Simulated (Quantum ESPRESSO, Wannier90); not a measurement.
**WO$_{3}$ (ReO3 type): Wannier90 run**

Cell from Materials Project (mp-19390), symmetrised, no further relaxation. Not found in the COD (Crystallography Open Database) copy used, which has the formula in other groups; not checked further. Level: PBEsol, spinors with spin-orbit coupling; pw.x of Quantum ESPRESSO at 68 Ry with PseudoDojo potentials, 6×6×6 k-points, Wannier90. Density: 8×8×8 mesh, Gaussian smearing 0.01 Ry.

On the energy scale of pw.x, whose zero is arbitrary, the valence-band maximum lies at 5.93 eV.

Isolated groups of bands, relative to the valence-band maximum (bands from 33 on overlap up to the last one computed):

| bands | from (eV) | to (eV) | filling | weight on atomic waves |
|---|---|---|---|---|
| 1–2 | -74.54 | -74.54 | filled | W 5s 97 % |
| 3–4 | -46.00 | -45.98 | filled | W 5p 98 % |
| 5–8 | -36.32 | -36.20 | filled | W 5p 96 % |
| 9–14 | -18.32 | -15.99 | filled | O 2s 82 %, W 5d 10 %, W 6s 5 % |
| 15–32 | -7.18 | 0.00 | filled | O 2p 80 %, W 5d 17 % |

Input w.win:

```
num_bands = 52
num_wann = 28
exclude_bands = 1-14
spinors = true
num_iter = 1000
conv_tol = 1.0e-6
conv_window = 4
dis_num_iter = 1000
dis_conv_tol = 1.0e-6
dis_froz_max = 1.91
write_hr = true
write_u_matrices = true
begin projections
f=0.00357,-0.01146,0.00534: d
f=-0.00104,-0.00886,0.49035: p
f=0.48963,-0.00341,-0.00730: p
f=-0.00259,0.49170,0.00985: p
end projections
begin unit_cell_cart
ang
    3.8062000000    0.0000000000    0.0000000000
    0.0000000000    3.8062000000    0.0000000000
    0.0000000000    0.0000000000    3.8062000000
end unit_cell_cart
begin atoms_frac
W    0.0000000000  0.0000000000  0.0000000000
O    0.0000000000  0.0000000000  0.5000000000
O    0.5000000000  0.0000000000  0.0000000000
O    0.0000000000  0.5000000000  0.0000000000
end atoms_frac
mp_grid = 6 6 6
begin kpoints
0.0000000000 0.0000000000 0.0000000000
0.0000000000 0.0000000000 0.1666666667
0.0000000000 0.0000000000 0.3333333333
... (213 more lines: the 6x6x6 mesh through Gamma)
end kpoints
```

The run ends without an error message, but its bands miss those of pw.x by 137 meV rms and 0.47 eV at worst (states up to 1.4 eV relative to the valence-band maximum).

### Question
What is the mistake?

### Answer
Window typed relative to the reference level, not as an absolute energy. With that mended (28 functions from bands 15-66 of the 66 computed, start hydrogen-like W: d; O: p, centres 0.05 Å off the atoms, frozen window up to 1.92 eV relative to the valence-band maximum, outer window open) the misfit is 1.6 meV rms.
